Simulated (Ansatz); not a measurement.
Re (hcp, Mg type)

```
CELL_PARAMETERS angstrom
      2.75787     0.00000     0.00000
     -1.37894     2.38839     0.00000
      0.00000     0.00000     4.46284
ATOMIC_POSITIONS crystal
  Re 0.33333 0.66667 0.75000
  Re 0.66667 0.33333 0.25000
```

The slice is a (0001) plane (indices of the conventional cell) through the point (0.667, 0.333, 0.250) (fractional), spanned by u = [110] and v = [1 -1 0] in vectors of this cell: u (2.76 Å) and v (4.78 Å, at 90° to u). It covers one period; positions are fractions (u, v).

Calculation: r2SCAN (plane waves to 500 eV, PAW, scalar-relativistic; Ansatz, an electronic-structure program). k mesh 19×19×11. Near the nuclei the fields are pseudised (PAW); where an atom keeps semicore shells as valence, they peak there. Re is run without spin polarisation. Re was relaxed with its symmetry unable to fall. Spin-orbit coupling is left out, though Re is heavy.

Three fields on this plane, each scaled to ten steps between its own extremes (0 low, 9 high; the total valence density on a logarithmic scale, the potential cut 8 eV below its top; x marks points blanked near nuclei; v = 0 in the bottom row):

Map A
```
|xxxxx363xxxx|
|xxxx06860xxx|
|xxxx38983xxx|
|xx036898630x|
|445655455654|
|98630xxx0368|
|983xxxxxxx38|
|850xxxxxxx05|
|63xxxxxxxxx3|
|62xxxxxxxxx2|
|63xxxxxxxxx3|
|860xxxxxxx06|
|983xxxxxxx38|
|98630xxx0368|
|455654445655|
|xx036898630x|
|xxxx38983xxx|
|xxxx05850xxx|
|xxxxx363xxxx|
|xxxxx262xxxx|
```

Map B
```
|xxxxx525xxxx|
|xxxx93139xxx|
|xxxx51015xxx|
|xx952101259x|
|333333433333|
|00259xxx9520|
|004xxxxxxx40|
|129xxxxxxx92|
|24xxxxxxxxx4|
|36xxxxxxxxx6|
|25xxxxxxxxx5|
|139xxxxxxx93|
|015xxxxxxx51|
|01259xxx9521|
|433333333333|
|xx952000259x|
|xxxx40004xxx|
|xxxx92129xxx|
|xxxxx424xxxx|
|xxxxx636xxxx|
```

Map C
```
|xxxxx363xxxx|
|xxxx14841xxx|
|xxxx27972xxx|
|xx136898631x|
|013554345531|
|44321xxx1234|
|530xxxxxxx03|
|410xxxxxxx01|
|41xxxxxxxxx1|
|52xxxxxxxxx2|
|63xxxxxxxxx3|
|841xxxxxxx14|
|972xxxxxxx27|
|98631xxx1368|
|345531013554|
|xx123444321x|
|xxxx03530xxx|
|xxxx01410xxx|
|xxxxx141xxxx|
|xxxxx252xxxx|
```

Q: Assign the maps to these fields: electron localisation function (ELF); valence electron density; electrostatic potential energy of an electron, from the cell's mean.

A: A is the electrostatic potential energy of an electron, from the cell's mean; B is the valence electron density; C is the electron localisation function (ELF).
